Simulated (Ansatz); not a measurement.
Method: DFT PBE, scalar-relativistic, plane waves, PAW in Ansatz. Settings: cutoff 420 eV, Γ-centred meshes spaced at most about 0.3 Å⁻¹ (2π included), Gaussian smearing. No spin polarisation in the final relaxations.

Energies over the elements count from the elements' standard structures at the same level, with no fitted energy shifts. The references include black phosphorus.

A relaxed structure of Al2GaP3 has 20.88 Å³/atom, −0.564 eV/atom against the elements, a gap of 1.64 eV on its mesh:

```xyz
6
Lattice="-1.9475 1.9475 8.2572 1.9475 -1.9475 8.2572 1.9475 1.9475 -8.2572" Properties=species:S:1:pos:R:3 pbc="T T T"
Al    0.0000    0.0000   11.0097
Al    0.0000    0.0000    5.5046
Ga    0.0000    0.0000    0.0000
P     1.9475    0.0000    6.8748
P     1.9475    0.0000    1.3823
P     0.0000    1.9475    4.1286
```

Task: Predict cell, energy and gap of Al2GaAs3 with the same space group and Wyckoff sites.

Result: Al2GaAs3 has a = 4.056 Å, c = 17.196 Å: 23.57 Å³/atom, −0.440 eV/atom against the elements, a gap of 1.11 eV on its mesh. The volume per atom changes by +12.9 % and the formation energy by +0.124 eV/atom (from unrounded values). The gap narrows by 0.53 eV. Covalent radii: P 1.07 Å, As 1.19 Å; electronegativities 2.19 and 2.18. The cell follows the size of the atom. Al is surrounded by 4 As at 2.48 Å; around Ga lie 4 As at 2.49 Å; around As on a site of symmetry 2mm lie 2 Al at 2.48 Å and 2 Ga at 2.49 Å; around As on a site of symmetry -4m2 lie 4 Al at 2.48 Å.

```yaml
crystal:
  lattice:
    - [-2.02776, 2.02776, 8.59806]
    - [2.02776, -2.02776, 8.59806]
    - [2.02776, 2.02776, -8.59806]
  atoms:
    - { symbol: Al, position: [0.66679, 0.66679, 0.00000] }
    - { symbol: Al, position: [0.33321, 0.33321, 0.00000] }
    - { symbol: Ga, position: [0.00000, 0.00000, 0.00000] }
    - { symbol: As, position: [0.91610, 0.41610, 0.50000] }
    - { symbol: As, position: [0.25000, 0.75000, 0.50000] }
    - { symbol: As, position: [0.58390, 0.08390, 0.50000] }
```

The two cells were relaxed from separate starts that ended on the same group and sites; neither need be the stable form of its compound. Kohn–Sham gaps at this level usually fall short of measured ones. The reference forms of As and P are held partly by dispersion forces, which this level lacks.
